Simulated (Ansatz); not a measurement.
AlCuGeSe4:
```cif
data_AlCuGeSe4
_chemical_formula_sum 'Al1 Cu1 Ge1 Se4'
_space_group_name_H-M_alt 'P 1'
_space_group_IT_number 1
_cell_length_a 6.63732
_cell_length_b 6.63732
_cell_length_c 6.63732
_cell_angle_alpha 130.798
_cell_angle_beta 130.798
_cell_angle_gamma 72.135
loop_
_space_group_symop_operation_xyz
  'x, y, z'
loop_
_atom_site_label
_atom_site_type_symbol
_atom_site_fract_x
_atom_site_fract_y
_atom_site_fract_z
_atom_site_occupancy
Al1 Al 0.75000 0.25000 0.50000 1
Cu1 Cu 0.00000 0.00000 0.00000 1
Ge1 Ge 0.50000 0.50000 0.00000 1
Se1 Se 0.13295 0.11044 0.50577 1
Se2 Se 0.88956 0.39532 0.02250 1
Se3 Se 0.60468 0.62718 0.49423 1
Se4 Se 0.37282 0.86705 0.97750 1
```

Relaxed with r²SCAN. r²SCAN (plane waves, PAW; program Ansatz) gives a gap of 1.34 eV.

Task: What gap does HSE06 give on the same cell (Ansatz, PAW)?

Result: 2.06 eV, 0.71 eV more. The hybrid was solved on a coarser mesh and at special points; its gap is the smallest among all of these.

Cost on shared cores: the r²SCAN run (SCF on a 7×7×7 mesh, then bands and DOS) about 10 core-minutes (a rough figure), the HSE06 run (SCF on 4×4×4, then a few points) very roughly 4 core-minutes; the tasks are unlike.

Space group I-4. The first step of the workflow began from a Materials Project structure, measured or hypothetical; the Crystallography Open Database copy checked does not list it. Its standing as an ambient phase is unchecked. Symmetry was held in the r²SCAN relaxation; whether a distortion lowers the energy is not shown. No spin polarisation was allowed. Spin–orbit coupling is left out wherever it is not named.

Potentials: the later of the program's two PAW sets.
